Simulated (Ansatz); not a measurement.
# MnTl₂GeTe₄: which magnetic order is lowest?

```xyz
16
Lattice="-8.3990 8.3990 6.9630 4.1995 -4.1995 3.4815 4.1995 4.1995 -3.4815" Properties=species:S:1:pos:R:3 pbc="T T T"
Mn    0.0000    0.0000    3.4815
Tl    0.0000    4.1995    0.0000
Tl    4.1995    0.0000    0.0000
Ge    0.0000    0.0000    0.0000
Te    1.4520    1.4520    1.6126
Te    1.4520   -1.4520    5.3504
Te    2.7475    2.7475   -1.8689
Te   -1.4520    1.4520    5.3504
Mn   -4.1995    4.1995    6.9630
Tl   -4.1995    8.3990    3.4815
Tl    0.0000    4.1995    3.4815
Ge   -4.1995    4.1995    3.4815
Te   -2.7475    5.6515    5.0941
Te   -2.7475    2.7475    8.8319
Te   -1.4520    6.9470    1.6126
Te   -5.6515    5.6515    8.8319
```

All energies were calculated with Ansatz 0.2.0 (r2SCAN; 500 eV; 2×4×4 Γ-centred mesh; fermi-dirac occupations of width 0.050 eV). The atoms are fixed and numbered as listed; spin is collinear, without spin-orbit coupling.

The cycle has several fixed points for this cell. Moments (μB):

```json
{"state": "A", "Mn1": "0.00", "Mn9": "0.00", "other atoms together": "0.00", "size of the net moment a cell": "0.00"}
{"state": "B", "Mn1": "4.42", "Mn9": "4.42", "other atoms together": "0.23", "size of the net moment a cell": "10.00"}
{"state": "C", "Mn1": "4.41", "Mn9": "-4.41", "other atoms together": "0.00", "size of the net moment a cell": "0.00"}
```

Site moments are taken in small spheres that don't touch (radius about 0.4 of the atom's shortest bond), so those of the magnetic atoms read low, and they needn't add up to the net moment. State A was run without spin polarisation.

Task: What is the order in energy at zero smearing?

Result: State C (antiparallel, compensated) is lowest; B (parallel moments) lies 2.4 meV above it, A (without moments) lies 465 meV above it, all counted an atom of the cell.

Task: Which states have a gap on the mesh, and what pressure does each exert on this cell?

Result: A: no gap, -1.2 GPa; B: gap 0.57 eV, 1.1 GPa; C: gap 0.78 eV, 1.1 GPa (positive in compression). Moments take up room: without them the pressure is lower, so that state wants a smaller cell.

Task: What do states B and C say about the exchange?

Result: Between B and C the moments keep their size (4.42 against 4.41 μB in the mean), so the difference mostly measures the exchange between the flipped sites: the antiparallel order gains 19 meV for each Mn atom. The nearest flipped pair stands 6.88 Å apart. No flipped pair shares an anion, so the coupling runs over more than one atom.

Task: What does magnetism gain here?

Result: 465 meV an atom of the cell, or 3719 meV for each Mn atom, against state A, which has none. A run without spin would miss this and give wrong energies and forces. That state isn't the paramagnet, which keeps its moments, so this is no ordering energy.

The cell is that of a Crystallography Open Database entry, unchanged but doubled along one cell vector so that moments can oppose.

Caveats: only orders that fit this cell and collinear spins were tried, so the true order may need a larger cell or canted moments; atoms and cell are not relaxed, and each state would relax in its own way; the k mesh is coarse, so differences of a few meV are uncertain where a state is a metal; one start a pattern, so a lower state of the same pattern may exist; the nearest magnetic atoms form triangles, which frustrates antiparallel coupling, so the true order may be non-collinear or need another cell.
